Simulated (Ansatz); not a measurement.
MoSi2 (MoSi2 type, space group I4/mmm): scan of one atom of the cell

Starting cell, MoSi₂ (MoSi2 type, space group I4/mmm):

```yaml
crystal:
  lattice:
    - [-1.60086, 1.60086, 3.90929]
    - [1.60086, -1.60086, 3.90929]
    - [1.60086, 1.60086, -3.90929]
  atoms:
    - { symbol: Mo, position: [0.00000, 0.00000, 0.00000] }
    - { symbol: Si, position: [0.33530, 0.33530, 0.00000] }
    - { symbol: Si, position: [0.66470, 0.66470, 0.00000] }
```

Scan: atom 1 (Mo, nearest neighbour Si at 2.605 Å; its periodic images, 3.2 Å or more away, move with it) is displaced towards the nearest neighbour, direction (-0.615, -0.615, -0.494) in Cartesian axes, by s. The other atoms stay.

All values below come from r2SCAN (plane waves to 500 eV, PAW, scalar-relativistic; Ansatz, a quantum-chemistry and plane-wave program). k mesh 12×12×12 (Γ-centred), Fermi-Dirac smearing 0.05 eV. E stands for the smeared free energy. Compression counts positive. Left out: 4 of 11 points, with atoms too close for the PAW data. With partly filled bands, energies and forces of such displacements shift with the k mesh and the smearing. F∥ is the force on the atom along that direction. F⊥ is the part of the force across the line. MoSi2 is run without spin polarisation. MoSi2 was relaxed with its symmetry unable to fall. ΔE is measured from the undisplaced structure.

```
s (Å)   ΔE (meV/cell)  F∥ (eV/Å)  P (GPa)  |F⊥| (eV/Å)
------  -------------  ---------  -------  -----------
-0.468           1490      7.636     18.0        0.417
-0.312            590      4.143      7.9        0.374
-0.156            137      1.802      2.0        0.223
0.000               0      0.000      0.0        0.000
0.156             137     -1.802      2.0        0.223
0.312             590     -4.143      7.9        0.374
0.468            1490     -7.636     18.0        0.417
```

What the scan shows:

- Energy at s = 0.468 Å = 1490 meV/cell
- Force along the line at s = -0.468 Å = 7.64 eV/Å
- Symmetry of the curve = even: the same for both signs
- Shape of the curve = a single well with its minimum at or next to zero displacement
- Force constant k = d²E/ds² at s = 0 (finite differences) = 11.0 eV/Å²
- Harmonic estimate at the end of the scan = ½ks² = 1202 meV/cell against the computed 1490 meV/cell, so the well is stiffer than harmonic there

The 11 points together took about 12 core-minutes (a rough figure).

(For displaced atoms, the force is minus the slope of the energy, and its curvature is a force constant, which sets phonon frequencies.)
